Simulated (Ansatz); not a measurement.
Name crystals whose computed values (plane-wave PAW PBEsol (Ansatz code)) fall in these windows: Θ_D (K) 480 to 620; G_Hill (GPa) 140 to 180; highest Γ mode, no LO–TO term (cm⁻¹) 760 to 950.



```json
[
 {"crystal": "B2W, P6/mmm (W on 1a, B on 2d)", "Θ_D (K)": "573", "G_Hill (GPa)": "165", "highest Γ mode, no LO–TO term (cm⁻¹)": "863"}
]
```
Others may fit too.

Standing as an ambient phase not checked: B2W, P6/mmm (W on 1a, B on 2d). The cell was relaxed under the symmetry of its start. Rows with no word on spin ran without spin polarisation. Scalar-relativistic: spin–orbit coupling is off unless named, which matters more the heavier the elements.

Potentials: the later of the program's two PAW sets.
